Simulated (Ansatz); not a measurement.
# WSe$_{2}$: projected DOS by orbital

```yaml
crystal:
  lattice:
    - [3.29000, 0.00000, 0.00000]
    - [-1.64500, 2.84922, 0.00000]
    - [0.00000, 0.00000, 12.97000]
  atoms:
    - { symbol: W, position: [0.33333, 0.66667, 0.25000] }
    - { symbol: W, position: [0.66667, 0.33333, 0.75000] }
    - { symbol: Se, position: [0.33333, 0.66667, 0.62100] }
    - { symbol: Se, position: [0.66667, 0.33333, 0.12100] }
    - { symbol: Se, position: [0.33333, 0.66667, 0.87900] }
    - { symbol: Se, position: [0.66667, 0.33333, 0.37900] }
```

Atom numbers follow the list: W1, W2, Se3, Se4, Se5, Se6.

The cell is COD entry 9009146, as deposited and not checked against the literature; nothing was relaxed.

No spin–orbit coupling, which matters for the heavy atoms here.

The calculation used Ansatz 0.2.0, DFT, PBE, all-electron LAPW, scalar-relativistic.

The runs use a Γ-centred 10×10×3 k mesh, Fermi–Dirac smearing of 0.08 eV, basis error target 1 meV/atom, no spin polarisation.

States per eV for one atom of each kind, in 0.4 eV bins named by their centres, from the valence-band top, projected on a minimal set of Löwdin-orthogonalised atomic shells; orbitals are real harmonics on the Cartesian axes, equal curves share a column, and empty bins are left out, as is all above 9.4 eV, near the top of the computed bands.

W1 5d:

```
# E all dz2 dxz=dyz dx2-y2=dxy
-13.5 0.16 0.00 0.05 0.03
-13.1 0.48 0.00 0.18 0.05
-12.7 0.11 0.00 0.06 0.00
-7.1 0.01 0.01 0.00 0.00
-6.7 0.11 0.05 0.00 0.03
-6.3 0.29 0.12 0.00 0.08
-5.9 0.56 0.21 0.03 0.14
-5.5 0.70 0.10 0.24 0.06
-5.1 0.29 0.05 0.08 0.04
-4.7 0.60 0.10 0.08 0.17
-4.3 0.74 0.16 0.11 0.19
-3.9 0.50 0.03 0.15 0.09
-3.5 1.02 0.06 0.40 0.09
-3.1 0.75 0.06 0.26 0.09
-2.7 0.86 0.09 0.24 0.14
-2.3 1.22 0.20 0.22 0.29
-1.9 0.63 0.12 0.15 0.11
-1.5 0.64 0.27 0.07 0.11
-1.1 1.75 0.73 0.01 0.50
-0.7 0.90 0.31 0.00 0.29
-0.3 0.17 0.09 0.00 0.04
0.9 0.02 0.01 0.00 0.01
1.3 0.67 0.28 0.02 0.18
1.7 1.45 0.58 0.06 0.38
2.1 2.81 0.55 0.25 0.88
2.5 2.36 0.55 0.35 0.55
2.9 1.25 0.05 0.40 0.20
3.3 0.76 0.01 0.35 0.03
3.7 0.95 0.01 0.47 0.01
4.1 0.65 0.01 0.31 0.01
4.5 0.40 0.00 0.19 0.01
4.9 0.09 0.00 0.03 0.01
5.3 0.05 0.01 0.01 0.01
5.7 0.05 0.01 0.01 0.01
6.1 0.04 0.01 0.00 0.01
6.5 0.05 0.02 0.00 0.01
6.9 0.04 0.01 0.01 0.01
7.3 0.03 0.01 0.01 0.00
7.7 0.04 0.01 0.01 0.01
8.1 0.05 0.01 0.01 0.01
```

Se3 4p:

```
# E all pz px=py
-13.5 0.05 0.01 0.02
-13.1 0.05 0.02 0.01
-7.1 0.01 0.01 0.00
-6.7 0.20 0.07 0.07
-6.3 0.47 0.12 0.17
-5.9 0.70 0.21 0.25
-5.5 0.86 0.17 0.34
-5.1 0.48 0.18 0.15
-4.7 0.70 0.33 0.19
-4.3 0.77 0.41 0.18
-3.9 0.55 0.18 0.19
-3.5 0.97 0.20 0.38
-3.1 0.54 0.11 0.21
-2.7 0.74 0.35 0.20
-2.3 1.28 0.51 0.39
-1.9 0.82 0.33 0.25
-1.5 0.49 0.21 0.14
-1.1 0.54 0.17 0.19
-0.7 0.21 0.09 0.06
-0.3 0.03 0.02 0.01
0.9 0.01 0.00 0.00
1.3 0.16 0.04 0.06
1.7 0.29 0.07 0.11
2.1 0.61 0.06 0.27
2.5 0.67 0.13 0.27
2.9 0.43 0.14 0.14
3.3 0.33 0.07 0.13
3.7 0.47 0.10 0.18
4.1 0.30 0.11 0.10
4.5 0.19 0.10 0.04
4.9 0.07 0.03 0.02
5.3 0.08 0.03 0.03
5.7 0.09 0.04 0.02
6.1 0.09 0.04 0.02
6.5 0.12 0.07 0.03
6.9 0.06 0.03 0.01
7.3 0.02 0.01 0.00
7.7 0.03 0.01 0.01
8.1 0.03 0.02 0.01
```

W1 6s:

```
# E all
-13.5 0.10
-13.1 0.06
-6.7 0.07
-6.3 0.15
-5.9 0.18
-5.5 0.06
-5.1 0.08
-4.7 0.09
-4.3 0.07
-3.9 0.02
-3.5 0.02
-3.1 0.01
-2.7 0.01
-2.3 0.02
-1.9 0.01
-1.5 0.01
-1.1 0.03
-0.7 0.02
1.3 0.02
1.7 0.05
2.1 0.08
2.5 0.07
2.9 0.02
3.7 0.02
4.1 0.10
4.5 0.14
4.9 0.22
5.3 0.35
5.7 0.35
6.1 0.35
6.5 0.44
6.9 0.19
7.3 0.03
7.7 0.04
8.1 0.06
```

Se3 4s:

```
# E all
-13.5 0.99
-13.1 1.75
-12.7 0.30
-6.7 0.01
-6.3 0.03
-5.9 0.04
-5.5 0.04
-5.1 0.04
-4.7 0.06
-4.3 0.07
-3.9 0.02
-3.5 0.03
-3.1 0.01
-2.7 0.03
-2.3 0.04
-1.9 0.02
-1.5 0.01
-1.1 0.02
-0.7 0.01
1.3 0.01
1.7 0.02
2.1 0.03
2.5 0.04
2.9 0.03
3.3 0.02
3.7 0.03
4.1 0.03
4.5 0.02
4.9 0.01
5.3 0.02
5.7 0.02
6.1 0.03
6.5 0.04
6.9 0.02
8.1 0.01
```
